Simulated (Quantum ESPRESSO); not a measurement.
# Hf3ScTi2InAl: input and log of a self-consistent run

A calculation, not a measurement. The program is pw.x of Quantum ESPRESSO 7.5 (plane-wave density functional theory). The cell is made up: eight metal atoms on a face-centred cubic lattice, with elements, volume, strain and displacements drawn at random and not relaxed, so it may be unstable or far from any real phase. PseudoDojo standard norm-conserving files set the functional (PBE unless stated); there is no spin polarisation or spin-orbit coupling, the Fermi-Dirac width of 0.25 eV means electrons at about 2900 K, and the masses in the input are unused placeholders. Heavy elements are run without spin-orbit coupling, which real alloys of them have. A spin test at this wide smearing found no moment, but such smearing suppresses magnetism that the real alloy may have.

Input:

```
&control calculation='scf', pseudo_dir='./dojo.nc.sr.pbe.v0_5.standard.upf', outdir='./o', disk_io='minimal', tprnfor=.true., tstress=.true. /
&system ibrav=0, nat=8, ntyp=5, nbnd=60, ecutwfc=84.00895049, nosym=.true., tot_charge=0,
 occupations='smearing', smearing='fd', degauss=0.0183746611
/
&electrons conv_thr=1.470e-08, electron_maxstep=70, mixing_beta=0.5 /
ATOMIC_SPECIES
Al 1.0 Al.upf
Hf 1.0 Hf.upf
In 1.0 In.upf
Sc 1.0 Sc.upf
Ti 1.0 Ti.upf
CELL_PARAMETERS angstrom
-2.1597 -4.296 -2.1195
-4.3779 2.1651 2.1438
-0.0115 4.3452 -4.3258
ATOMIC_POSITIONS angstrom
Hf -0.0384 -0.1733 0.1705
Hf -0.0031 2.0163 -2.3419
Sc -2.2225 2.2608 -0.094
Ti -2.1618 4.2763 -2.3803
In -2.2321 0.1812 -1.8644
Hf -2.2527 2.1915 -4.3324
Ti -4.2987 0.2056 -0.1253
Al -4.2837 2.3411 -2.0161
K_POINTS automatic
5 5 4 1 1 1
```

The log is shortened where brackets say so; the opening notice, blank lines, dates and the lines on written files are dropped, and the path of the files is cut. It prints rydbergs, bohrs and kilobars, and counts compression as positive stress. Its total energy is the free energy E - TS of the whole cell.

```
     Program PWSCF v.7.5
     Parallel version (MPI & OpenMP), running on       4 processor cores
     Number of MPI processes:                 4
     Threads/MPI process:                     1
     [start-up lines left out]
     bravais-lattice index     =            0
     lattice parameter (alat)  =       9.9300  a.u.
     unit-cell volume          =    1093.7349 (a.u.)^3
     number of atoms/cell      =            8
     number of atomic types    =            5
     number of electrons       =        87.00
     number of Kohn-Sham states=           60
     kinetic-energy cutoff     =      84.0090  Ry
     charge density cutoff     =     336.0358  Ry
     scf convergence threshold =      1.5E-08
     mixing beta               =       0.5000
     number of iterations used =            8  plain     mixing
     Exchange-correlation= PBE
                           (   1   4   3   4   0   0   0)
     [axes and pseudopotential details left out]
   Cartesian axes
     site n.     atom                  positions (alat units)
         1        Hf     tau(   1) = (  -0.0073077  -0.0329798   0.0324469  )
         2        Hf     tau(   2) = (  -0.0005899   0.3837113  -0.4456746  )
         3        Sc     tau(   3) = (  -0.4229522   0.4302408  -0.0178886  )
         4        Ti     tau(   4) = (  -0.4114007   0.8137999  -0.4529823  )
         5        In     tau(   5) = (  -0.4247791   0.0344832  -0.3548041  )
         6        Hf     tau(   6) = (  -0.4286994   0.4170527  -0.8244760  )
         7        Ti     tau(   7) = (  -0.8180628   0.0391266  -0.0238452  )
         8        Al     tau(   8) = (  -0.8152082   0.4455223  -0.3836733  )
     number of k points=    50  Fermi-Dirac smearing, width (Ry)=  0.0184
                       cart. coord. in units 2pi/alat
        k(    1) = (  -0.1694043   0.0250997  -0.1261802), wk =   0.0400000
        k(    2) = (  -0.2068580   0.1378372  -0.3165230), wk =   0.0400000
     [further k points left out]
     Dense  grid:   113721 G-vectors     FFT dimensions: (  60,  60,  72)
     Estimated max dynamical RAM per process >     372.19 MB
     Estimated total dynamical RAM >       1.37 GB
     Initial potential from superposition of free atoms
     starting charge      86.9823, renormalised to      87.0000
     Starting wfcs are   73 randomized atomic wfcs
     total cpu time spent up to now is        4.4 secs
     per-process dynamical memory:   289.8 Mb
     Self-consistent Calculation
     iteration #  1     ecut=    84.01 Ry     beta= 0.50
     Davidson diagonalization with overlap
     ethr =  1.00E-02,  avg # of iterations =  2.1
     Threshold (ethr) on eigenvalues was too large:
     Diagonalizing with lowered threshold
     Davidson diagonalization with overlap
     ethr =  4.24E-04,  avg # of iterations =  5.1
     total cpu time spent up to now is       20.2 secs
     total energy              =    -810.05989926 Ry
     estimated scf accuracy    <       0.40919309 Ry
     iteration #  2     ecut=    84.01 Ry     beta= 0.50
     Davidson diagonalization with overlap
     ethr =  4.70E-04,  avg # of iterations =  6.5
     total cpu time spent up to now is       29.4 secs
     total energy              =    -809.92318265 Ry
     estimated scf accuracy    <       2.35758874 Ry
     iteration #  3     ecut=    84.01 Ry     beta= 0.50
     Davidson diagonalization with overlap
     ethr =  4.70E-04,  avg # of iterations =  5.2
     total cpu time spent up to now is       37.9 secs
     total energy              =    -810.10205144 Ry
     estimated scf accuracy    <       1.29062350 Ry
     iteration #  4     ecut=    84.01 Ry     beta= 0.50
     Davidson diagonalization with overlap
     ethr =  4.70E-04,  avg # of iterations =  2.0
     total cpu time spent up to now is       44.8 secs
     total energy              =    -810.19156988 Ry
     estimated scf accuracy    <       0.13180431 Ry
     iteration #  5     ecut=    84.01 Ry     beta= 0.50
     Davidson diagonalization with overlap
     ethr =  1.51E-04,  avg # of iterations =  2.0
     total cpu time spent up to now is       51.4 secs
     total energy              =    -810.20716579 Ry
     estimated scf accuracy    <       0.01389686 Ry
     [iterations 6 to 12 left out]
     iteration # 13     ecut=    84.01 Ry     beta= 0.50
     Davidson diagonalization with overlap
     ethr =  5.17E-09,  avg # of iterations =  5.3
     total cpu time spent up to now is      116.5 secs
     total energy              =    -810.21098070 Ry
     estimated scf accuracy    <       0.00009111 Ry
     iteration # 14     ecut=    84.01 Ry     beta= 0.50
     Davidson diagonalization with overlap
     ethr =  5.17E-09,  avg # of iterations =  4.9
     total cpu time spent up to now is      124.2 secs
     total energy              =    -810.21098550 Ry
     estimated scf accuracy    <       0.00000102 Ry
     iteration # 15     ecut=    84.01 Ry     beta= 0.50
     Davidson diagonalization with overlap
     ethr =  1.17E-09,  avg # of iterations =  4.3
     total cpu time spent up to now is      131.7 secs
     total energy              =    -810.21098564 Ry
     estimated scf accuracy    <       0.00000013 Ry
     iteration # 16     ecut=    84.01 Ry     beta= 0.50
     Davidson diagonalization with overlap
     ethr =  1.47E-10,  avg # of iterations =  5.0
     total cpu time spent up to now is      139.9 secs
     total energy              =    -810.21098567 Ry
     estimated scf accuracy    <       0.00000004 Ry
     iteration # 17     ecut=    84.01 Ry     beta= 0.50
     Davidson diagonalization with overlap
     ethr =  4.14E-11,  avg # of iterations =  2.8
     total cpu time spent up to now is      147.0 secs
     End of self-consistent calculation
     [lines on levels left out]
!    total energy              =    -810.21098567 Ry
     estimated scf accuracy    <       0.00000001 Ry
     smearing contrib. (-TS)   =      -0.14711040 Ry
     internal energy E=F+TS    =    -810.06387526 Ry
     The total energy is F=E-TS. E is the sum of the following terms:
     one-electron contribution =    -244.53061967 Ry
     hartree contribution      =     157.14710791 Ry
     xc contribution           =    -179.16600948 Ry
     ewald contribution        =    -543.51435402 Ry
     convergence has been achieved in  17 iterations
     Forces acting on atoms (cartesian axes, Ry/au):
     atom    1 type  2   force =     0.05218573    0.04483123   -0.05116476
     atom    2 type  2   force =     0.02823331    0.05323094    0.08519305
     atom    3 type  4   force =     0.02336953    0.01444887    0.02703914
     atom    4 type  5   force =    -0.03509813    0.02615253    0.04394688
     atom    5 type  3   force =     0.00565783   -0.05537219   -0.08368901
     atom    6 type  2   force =    -0.00225154   -0.01902999    0.00150309
     atom    7 type  5   force =    -0.04887971   -0.02410903    0.06003734
     atom    8 type  1   force =    -0.02321702   -0.04015237   -0.08286573
     Total force =     0.222794     Total SCF correction =     0.000306
     Computing stress (Cartesian axis) and pressure
          total   stress  (Ry/bohr**3)                   (kbar)     P=       57.31
   0.00032651   0.00006809  -0.00008773           48.03       10.02      -12.91
   0.00006809   0.00044809   0.00015250           10.02       65.92       22.43
  -0.00008773   0.00015250   0.00039424          -12.91       22.43       58.00
     init_run     :      4.21s CPU      4.35s WALL (       1 calls)
     electrons    :    142.18s CPU    142.62s WALL (       1 calls)
     forces       :      1.52s CPU      1.54s WALL (       1 calls)
     stress       :      5.32s CPU      5.43s WALL (       1 calls)
     [timing details left out]
     PWSCF        :   2m33.33s CPU   2m34.07s WALL
     JOB DONE.
```

In other units: free energy -11023.482 eV for the cell, pressure 5.73 GPa, largest force component 2.190 eV/Å in size. The run took 156 s of wall time with four MPI processes on a shared machine (AMD EPYC, Zen 5, virtual cores), so the time is rough. A rerun of this cell at a higher cutoff and on a denser mesh moved values by no more than 0.002 eV in energy, 0.02 GPa in stress and 0.003 eV/Å in force, and a second program with other atomic files agreed on that cell to 2 % rms in force and 0.5 GPa in pressure.